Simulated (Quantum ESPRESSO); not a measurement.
## Al8SP6Si (convergence and cost over cutoff and k mesh)

Simulated, not a measurement. The program is pw.x of Quantum ESPRESSO 7.5 (plane-wave density functional theory). The cell is made up: 16 atoms on a doubled zincblende/diamond lattice, with randomly drawn elements, strain and displacements, not relaxed. PseudoDojo standard norm-conserving files (v0.5 for PBE, v0.4.1 for LDA and PBEsol) set the functional; there is no spin polarisation, spin-orbit coupling or dispersion term, and the masses in the input are unused placeholders.

Input of the run in row 2:

```
&control calculation='scf', pseudo_dir='./dojo.nc.sr.pbe.v0_5.standard.upf', outdir='./o', disk_io='low', tprnfor=.true., tstress=.true. /
&system ibrav=0, nat=16, ntyp=4, nbnd=38, ecutwfc=64.01731923, nosym=.true., tot_charge=0,
 occupations='smearing', smearing='fd', degauss=0.0018374661
/
&electrons conv_thr=7.350e-09, electron_maxstep=60, /
ATOMIC_SPECIES
Al 1.0 Al.upf
P 1.0 P.upf
S 1.0 S.upf
Si 1.0 Si.upf
CELL_PARAMETERS angstrom
5.4535 -0.0778 -0.0531
-0.0778 5.4167 0.0128
-0.1061 0.0256 11.0067
ATOMIC_POSITIONS angstrom
Al -0.0034 -0.0355 -0.0199
Al -0.0052 2.8578 2.8039
Al 2.7105 0.0287 2.5912
Al 2.8447 2.8555 0.0537
Al 0.0132 -0.2067 5.4608
Al -0.1312 2.7957 8.1986
Al 2.6329 0.0151 8.3815
Al 2.5171 2.6592 5.513
S 1.2863 1.5123 1.2931
P 1.3367 3.9161 4.0964
P 3.9675 1.3143 4.1283
Si 3.996 3.9792 1.3722
P 1.3862 1.489 6.937
P 1.3112 4.0461 9.5697
P 3.8445 1.4847 9.6807
P 3.9245 4.1574 7.0363
K_POINTS automatic
4 4 2 1 1 1
```

The same cell was run at these settings. Meshes are shifted by half a step, and differences are from the last row, which is itself not exact.

```
cutoff (eV)     k mesh  k points solved  threshold (eV)  free energy less the last row's (eV)  pressure (GPa)  largest stress difference (GPa)  largest force difference (eV/Å)  iterations  wall time (s)  k-point pools        processor
        610  2 x 2 x 2                4           1e-04                                 0.253            5.37                             0.49                            0.036          10             23              4  AMD EPYC, older
        871  4 x 4 x 2               16           1e-07                                 0.011            5.23                             0.01                            0.001          13             89              4  AMD EPYC, older
       1197  6 x 6 x 4               72           1e-07                                 0.000            5.22                             0.00                            0.000          13            668              4  AMD EPYC, older
```

Each pool is one process. Wall times include start-up and a band step at six k points, which weighs most on the coarsest meshes. The runs were on shared virtual cores whose load varied, so times are rough.